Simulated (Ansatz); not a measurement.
Task: Be (fcc (Cu type), Fm-3m) is relaxed with PBEsol (plane waves, PAW; program Ansatz). What lattice parameters of the conventional cell result?

Result: a = 3.148 Å.

The start of the workflow was typed in or built on a structure type; neither database checked (COD, Materials Project) lists it. It is not the phase usual at ambient conditions (space group No. 194). The PBEsol relaxation kept the symmetry of its start; its stability against distortions is not shown here.

Potentials: the earlier of the program's two PAW sets.
